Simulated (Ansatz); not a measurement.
TaN: levels along high-symmetry lines

```
Ta N
1.0
     2.93800    0.00000    0.00000
    -1.46900    2.54438    0.00000
     0.00000    0.00000    2.88300
Ta N
1 1
Direct
  0.33333 0.66667 0.50000
  0.00000 0.00000 0.00000
```

Atoms are numbered in the order listed.

The cell comes from COD entry 1538016, which wasn't checked; take it as a given geometry.

Spin–orbit coupling is left out, though it moves levels of the heavy atoms by tenths of an eV or more.

Theory: Ansatz 0.2.0, DFT, PBEsol, all-electron LAPW, scalar-relativistic.

Sampling and basis: a Γ-centred 12×12×10 k mesh, Fermi–Dirac smearing of 0.02 eV, basis error target 0.5 meV/atom, no spin polarisation.

Points in fractions of the reciprocal vectors of this cell: Γ (0, 0, 0), M (0.5, 0, 0), K (0.333, 0.333, 0), A (0, 0, 0.5), L (0.5, 0, 0.5), H (0.333, 0.333, 0.5). The path joins them by straight lines in the order Γ–M–K–Γ–A–L–H–A–L; legs that retrace an earlier one aren't tabulated. Energies are in eV from the Fermi level.

Problem. Is there a gap?

Solution. None at this level of theory (metallic, semimetallic, or a small gap that the functional closes).

Problem. List the levels between -8 and 3 eV at the symmetry points.

Solution. 
Γ: -4.66 (×2), -4.31, -3.01, 2.10
M: -5.29, -3.59, -3.26, 2.89
K: -7.68, -5.82, -5.25, 0.04, 0.94, 1.47, 2.38
A: -3.84 (×2), -0.20 (×2), 2.33
L: -7.44, -6.29, -5.79, -0.44
H: -6.66, -3.99, -0.45
